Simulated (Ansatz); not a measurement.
Relaxed GaN (wurtzite):

```
CELL_PARAMETERS angstrom
      3.18312     0.00000     0.00000
     -1.59156     2.75667     0.00000
      0.00000     0.00000     5.18363
ATOMIC_POSITIONS crystal
  Ga 0.66667 0.33333 0.00099
  Ga 0.33333 0.66667 0.50099
  N  0.66667 0.33333 0.62421
  N  0.33333 0.66667 0.12421
```

Method: r2SCAN (plane waves to 500 eV, PAW, scalar-relativistic; Ansatz, a first-principles code). k mesh 10×10×5 (Γ-centred), Fermi-Dirac smearing 0.05 eV. GaN was relaxed with its symmetry unable to fall.

One atom of the cell was then moved (with its periodic images), all else fixed, and the forces (eV/Å) came out as:

| atom | Fx | Fy | Fz |
|---|---|---|---|
| Ga1 | 0.000 | 0.000 | 7.162 |
| Ga2 | 0.000 | 0.000 | 1.821 |
| N3 | 0.000 | 0.000 | -11.082 |
| N4 | 0.000 | 0.000 | 2.098 |

Q: Which atom was moved, and by which vector (Å)?

A: N3, by (0.00, 0.00, 0.32), 0.32 Å in all.

(A displaced cell: forces are minus the slopes of the energy, force constants its curvatures, and phonons follow from these.)
